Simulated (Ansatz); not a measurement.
Two states of Gd

```
CELL_PARAMETERS angstrom
7.60806 0.00000 0.00000
0.00000 3.86825 0.00000
0.00000 0.00000 11.55706
ATOMIC_POSITIONS crystal
Gd 0.25000 0.50000 0.50000
Gd 0.75000 0.50000 0.50000
```

Method: r2SCAN; PAW, plane waves to 500 eV, 3×5×2 (shifted by 0.5, 0.5, 0.5 steps) mesh, fermi-dirac occupations (width 0.1 eV) (Ansatz 0.2.0), atoms fixed.

State A: Gd1 up, Gd2 down (collinear spin). State B: Gd1 up, Gd2 up (collinear spin).

Which state is lower, and how do they differ?

State B is lower by 160.8 meV an atom at zero smearing; in free energy at this smearing B lies -143.9 meV an atom from A.

```
state  free energy (meV/atom)  largest moment in a small sphere (μB)  net moment (μB/cell)  gap on mesh (eV)  pressure (GPa)  largest force (eV/Å)
    A                   143.9                                   7.80                  0.00             metal            -1.4                  0.00
    B                     0.0                                   8.14                 18.29             metal            -1.5                  0.00
```

Origin: a database entry at a rescaled volume. Caveats: the exchange-correlation potential is rough where the density is thin; the k mesh is coarse if the cell is a metal; f shells without a U or exact exchange are poorly placed.
